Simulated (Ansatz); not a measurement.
The guess for AlSe₄ was made by a generator: CrGa4 type (Im-3m) distorted into a subgroup (I422, No. 97) (cell multiple 1; largest shift (Å) 0.27). The dimensions are guesses.

```
Al Se
1.0
    -3.14097    3.14097    3.32634
     3.14097   -3.14097    3.32634
     3.14097    3.14097   -3.32634
Al Se
1 4
Cartesian
  0.0000 0.0000 0.0000
  1.3833 1.7577 1.6632
  -1.3833 4.5242 1.6632
  1.7577 -1.3833 1.6632
  4.5242 1.3833 1.6632
```

The calculation used DFT PBE, scalar-relativistic, plane waves, PAW in Ansatz. Cutoff 420 eV, Gaussian smearing, Γ-centred meshes. Cell and atoms relax first on a coarse mesh and then on a finer one. In between, the cell is made exact in the group found at 0.06 Å. In metals the finer mesh still leaves noise of several meV/atom or more. The steps can't lower the symmetry of their start. No spin polarisation.

A guess keeps its type if space group and coordination stay and the shape of the cell changes little (axis ratios within about 15 %, angles within 6°); the volume may change.

Q: Does this structure survive the relaxation?

A: It doesn't keep its type. The symmetry goes from I422 (No. 97) to I4/mmm (No. 139). The volume per atom shrinks by 8.3 %, from 26.3 to 24.1 Å³. The shortest distance goes from 2.79 Å (Al–Se) to 2.75 Å (Al–Se). Counting neighbours within 15 % of an atom's shortest distance, the start has Al 8, Se 6 and the end Al 8, Se 6. In detail, at the end Al has 8 Se at 2.75 Å; around Se lie 2 Al at 2.75 Å and 4 Se at 2.82 Å.

```cif
data_structure
_symmetry_space_group_name_H-M 'P 1'
_symmetry_Int_Tables_number 1
_cell_length_a 5.5002
_cell_length_b 5.5002
_cell_length_c 5.5002
_cell_angle_alpha 118.383
_cell_angle_beta 118.383
_cell_angle_gamma 92.823
_cell_volume 120.37
loop_
_atom_site_label
_atom_site_type_symbol
_atom_site_fract_x
_atom_site_fract_y
_atom_site_fract_z
_atom_site_occupancy
Al1 Al 0.00000 0.00000 0.00000 1
Se1 Se 0.50000 0.50000 0.50000 1
Se2 Se 0.00000 0.00000 0.50000 1
Se3 Se 0.00000 0.50000 0.00000 1
Se4 Se 0.50000 0.00000 0.00000 1
```

The last run used a 10×10×10 mesh for its 5-atom cell and Gaussian smearing of 0.10 eV. An odd number of electrons in the primitive cell allows no gap without spin; a larger cell or a magnetic state could open one. A structure relaxed within its symmetry needn't be a true minimum.
